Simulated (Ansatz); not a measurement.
B:
```
CELL_PARAMETERS angstrom
      0.00000     2.02640     2.02640
      2.02640     0.00000     2.02640
      2.02640     2.02640     0.00000
ATOMIC_POSITIONS crystal
  B  0.25000 0.25000 0.25000
  B  0.00000 0.00000 0.00000
```

This is the r²SCAN-relaxed structure.

Q: All from plane-wave PAW r²SCAN (Ansatz code), unless another level is named. Estimate the bulk modulus (Birch–Murnaghan fit).

A: 180 GPa.

Q: Next, the highest zone-centre frequency?

A: 509 cm⁻¹.

Q: What about the elastic constants (relaxed ions, GPa)?

A: C11 = 111, C12 = 215, C44 = -89.6.

Space group Fd-3m (diamond). A made-up cell: these elements were put on the sites of a structure type; neither database checked (COD, Materials Project) lists it. It is not the phase usual at ambient conditions (space group No. 166). Symmetry was held in the r²SCAN relaxation. At this level the phase is mechanically unstable. As this level gives no gap, shear constants depend on the k-mesh and smearing (Fermi–Dirac, 0.1 eV here). As this level gives no gap, phonon frequencies hold no LO–TO term and depend on the k-mesh and smearing (Fermi–Dirac, 0.1 eV here).

Potentials: the later of the program's two PAW sets.
